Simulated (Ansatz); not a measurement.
Surface calculation: bcc Cr (110), 6 layers

The slab is cut from the bcc crystal, the stable phase, as relaxed on PAW files (11.15 Å³/atom), with 16 Å of vacuum and a dipole correction:

```
Cr
1.0
     2.43766    0.00000    0.00000
    -0.81255    2.29825    0.00000
     0.00000    0.00000   25.95170
Cr
6
Direct
  0.25000 0.25000 0.30826
  0.75000 0.75000 0.38496
  0.25000 0.25000 0.46165
  0.75000 0.75000 0.53835
  0.25000 0.25000 0.61504
  0.75000 0.75000 0.69174
```

Computed with Ansatz 0.2.0; functional PBEsol, scalar-relativistic. Settings: a Γ-centred 18×18×1 k mesh, Fermi–Dirac smearing of 0.08 eV, spin-polarised from start moments Cr1 2, Cr2 2, Cr3 2, Cr4 2, Cr5 2, Cr6 2 μB. Methods: LAPW: all electrons, basis error target 1 meV/atom; PAW: frozen-core files, cutoff 420 eV.

The bulk energy comes from a cell in the slab's orientation on a 18×18×10 mesh. The surface energy is (E(slab) − N·E(bulk))/2A at zero smearing, the mean of both faces; thin slabs carry quantum-size effects.

Antiferromagnetic order, which Cr and Mn prefer near zero pressure, wasn't tried. The start moments died away, and the runs ended non-magnetic. The PAW files were made under PBE.

As cut, the LAPW slab lies 2.556 eV above 6 atoms of bulk. What surface energy is that?

Over two faces of 5.60 Å² it is 228.1 meV/Å², and times 16.02 J/m² per eV/Å² that gives γ = 3.655 J/m².

What do relaxation and the other method give, and what work function comes out?



```tsv
method	γ as cut (J/m²)	γ relaxed (J/m²)	Φ as cut (eV)	Φ relaxed (eV)
LAPW	3.655	3.587	5.04	4.93
PAW	3.651	3.583	5.04	4.93
```

How do the spacings between the planes relax?

From the bottom face up: d12 -4.3 % of 1.990 Å, d23 +0.5 % of 1.990 Å, d34 +0.1 % of 1.990 Å, d45 +0.5 % of 1.990 Å, d56 -4.3 % of 1.990 Å.

A field of 0.3 V/Å is applied along the normal, atoms held. What follows?

LAPW finds an induced dipole of 0.1266 e·Å a cell (PAW 0.1267), that is 13.64 Å for 4πα over the area, against 9.81 Å between the outer atoms.
